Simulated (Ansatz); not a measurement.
Fcc Ag (111), 4 layers, DFT, PBE, all-electron LAPW, scalar-relativistic (Ansatz 0.2.0), on 1 thread of Intel(R) Xeon(R) 6975P-C (Granite Rapids) (shared host).

Command: `ansatz run input.yaml --threads 1 --pin off --max-ram 3584MiB --backend cpu --events-out ev --progress --plain --runs-dir out`

```yaml
crystal:
  lattice:
    - [2.932282945, 0.0, 0.0]
    - [-1.4661414725, 2.5394315215, 0.0]
    - [0.0, 0.0, 23.1826]
  atoms:
    - { symbol: Ag, position: [0.0, 0.0, 0.3462808475] }
    - { symbol: Ag, position: [0.3333333333, 0.6666666667, 0.4490450075] }
    - { symbol: Ag, position: [0.6666666667, 0.3333333333, 0.5509549916] }
    - { symbol: Ag, position: [0.0, 0.0, 0.6537191526] }
kpoints:
  mp_grid: { grid: [14, 14, 1] }
scf:
  occupations: { method: fermi_dirac, width: 0.05 }
hamiltonian:
  xc: pbe
  pseudopotentials: { kind: all_electron, lapw: { basis_error: 0.001 } }
output:
  forces: true
  stress: true
  eigenvalues: true
relax:
  f_tol: 0.01
  max_steps: 12
efield:
  axis: 3
  amplitude: 0
  dipole_correction: true
```

Task: How large is the problem that the program sets up?

Result: 24 irreducible k-points, 1585 plane waves at Γ, 46 bands.

Task: About how long does it take, and how much memory?

Result: 57 s of wall time for 10 SCF iterations over 1 geometries, with a peak of 0.58 GiB. Times on shared machines scatter by tens of per cent.
